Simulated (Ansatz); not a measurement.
NaF:
Space group Fm-3m (No. 225); a = 4.5024 Å, b = 4.5024 Å, c = 4.5024 Å, α = 90.00°, β = 90.00°, γ = 90.00°

```json
[
 {"atom": "Na", "site": "4a", "symmetry": "m-3m", "x": "0.0000", "y": "0.0000", "z": "0.0000"},
 {"atom": "F", "site": "4b", "symmetry": "m-3m", "x": "0.5000", "y": "0.5000", "z": "0.5000"}
]
```
(The calculation used a cell of 2 atoms; values per cell refer to that cell.)

Relaxed with LDA.

**Question.** Give the optical modes at the zone centre with their infrared and Raman activity from DFPT, plane-wave PAW LDA (Ansatz code).

**Answer.** Transverse frequencies, without the LO–TO term; a row sums one degenerate level.

```json
[
 {"ω (cm⁻¹)": "275", "degeneracy": "3", "IR ((D/Å)²/amu)": "6.61", "Raman (Å⁴/amu)": "0", "activity": "IR", "symmetry": "T1u"}
]
```

**Question.** How high does the top mode go among those that the LO–TO term moves?

**Answer.** 427 cm⁻¹ for q along x.

The cell was relaxed with LDA under the symmetry of its start.

Potentials: the earlier of the program's two PAW sets. The files were generated under PBE; for other functionals the program regenerates the frozen cores, and for LDA and PBEsol the local potential too.
